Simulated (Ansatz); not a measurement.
InP:
```xyz
2
Lattice="0.0000 2.9795 2.9795 2.9795 0.0000 2.9795 2.9795 2.9795 0.0000" Properties=species:S:1:pos:R:3 pbc="T T T"
P      4.4692     4.4692     4.4692
In     0.0000     0.0000     0.0000
```

DFT-PBE in the program Ansatz with PAW potentials gives a gap of 0.44 eV without spin–orbit coupling, maximum at Γ, minimum at Γ.

What happens when spin–orbit coupling is switched on?

The gap shrinks by 0.02 eV, to 0.42 eV; maximum at Γ, minimum at Γ.

How large is the spin–orbit splitting of the valence top at Γ?

The fourfold level lies 0.10 eV above the split-off pair.

Give the electron effective mass with spin–orbit coupling.

0.036 mₑ (isotropic).

Give the Z2 indices of the occupied bands with spin–orbit coupling.

0;(000).

Space group F-43m (zinc blende). Symmetry was held in the PBE relaxation; of distortions, only those at the zone centre were tested.

Potentials: the later of the program's two PAW sets.
